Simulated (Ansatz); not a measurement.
CsHgBr$_{3}$ squeezed and stretched

A database entry relaxed whole under r2SCAN (Pm-3m):

```
Cs Hg Br
1.0
     5.60163    0.00000    0.00000
     0.00000    5.60163    0.00000
     0.00000    0.00000    5.60163
Cs Hg Br
1 1 3
Direct
  0.00000 0.00000 0.00000
  0.50000 0.50000 0.50000
  0.00000 0.50000 0.50000
  0.50000 0.00000 0.50000
  0.50000 0.50000 0.00000
```

The cell was scaled uniformly, its shape held, and the atoms relaxed at each volume with plane-wave PAW DFT (Ansatz 0.2.0; r2SCAN, 500 eV, 6×6×6 Γ-centred mesh, fermi-dirac occupations of width 0.100 eV; no spin, no spin-orbit coupling). One row is withheld.

```
volume (Å³/atom)  energy over the lowest (meV/atom)  pressure (GPa)
          33.045                               12.3            2.01
          33.748                                5.2            1.25
          34.451                                1.2            0.58
          35.154                                0.0           -0.01
          35.857                                1.3           -0.54
          36.560                                  ?               ?
          37.263                               10.0           -1.40
```

Fit the pressures of the other rows to the third-order Birch-Murnaghan form.

With f = [(V₀/V)^(2/3) − 1]/2 and P = 3B₀f(1 + 2f)^(5/2)[1 + 3(B₀′ − 4)f/2], least squares gives V₀ = 35.14 Å³ an atom, B₀ = 27.9 GPa and B₀′ = 5.2; the rows miss the fit by less than 0.01 GPa. The slope of the energies differs from these pressures by less than 0.05 GPa.

What does the withheld row hold?

The fit gives -1.00 GPa at 36.560 Å³; the run gave -1.00 GPa and 4.7 meV an atom.

Caveats: the shape of the cell was held; 0 K, fixed nuclei; the symmetry was kept, and this need not be the phase that is stable at 0 K; one mesh for all volumes; the relaxed cell lies far from the entry, by an error of the functional or of the entry; pressure is positive in compression.
